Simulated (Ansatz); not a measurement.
Mg2Ge, in the lowest among the structures calculated here: Fm-3m (No. 225), cF12, anti-fluorite type; a = b = c = 6.4212 Å, α = β = γ = 90.00°; Ge 4a (0.000, 0.000, 0.000); Mg 8c (0.250, 0.250, 0.250). The numbers are results of PBE (plane waves to 420 eV, PAW, scalar-relativistic; Ansatz, a quantum-chemistry and plane-wave program), not measurements. Element references, the lowest calculated here: Ge (Fd-3m), Mg (P6₃/mmc).

Task: What formation energy of this Fm-3m form of Mg2Ge from the elements does PBE give?

Result: -0.27 eV/atom.

Static energies, no anion corrections, no zero-point energy. Values are rounded to 0.01 eV/atom. The compounds carry no spin polarisation.
